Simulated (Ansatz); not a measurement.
HCl (Fm-3m), trigonal deformation path

The calculation used Ansatz 0.2.0, DFT r2SCAN, scalar-relativistic, plane waves, PAW. Cutoff 500 eV, Γ-centred 16×16×16 k-points, Gaussian smearing of 0.15 eV. No spin polarisation. Energies are free energies at this smearing, counted from the undisturbed cell; pressure is positive in compression.

The starting cell (as given, not relaxed at this level; it stands at -10.0 GPa, and it needn't be the usual structure):

```
CELL_PARAMETERS angstrom
0.00000 2.73750 2.73750
2.73750 0.00000 2.73750
2.73750 2.73750 0.00000
ATOMIC_POSITIONS crystal
H 0.00000 0.00000 0.00000
Cl 0.50000 0.50000 0.50000
```

At fixed volume and fractional coordinates, lengths along (0.577, 0.577, 0.577) are scaled against those across it; ρ is that ratio over its starting value. The cell is metallic on the mesh throughout. No H has a neighbour within 2.7 Å, far over the length of a bond, so this isn't the molecular solid and its metallic bands say nothing of the real compound. At ρ = 0.500 the cell becomes cubic (Pm-3m), and there the slope of the energy vanishes by symmetry. At -10 GPa the given cell is far from its own equilibrium, so these figures belong to a strongly strained crystal.

| ρ | ΔE (meV/atom) | pressure (GPa) |
| --- | --- | --- |
| 0.500 | ? | ? |
| 0.710 | 154.8 | -8.8 |
| 1.000 | 0.0 | -10.0 |
| 2.000 | 535.2 | -5.2 |

Q: Give the withheld values.

A: ΔE (meV/atom) at ρ = 0.500: 386.4; pressure (GPa) at ρ = 0.500: -7.1.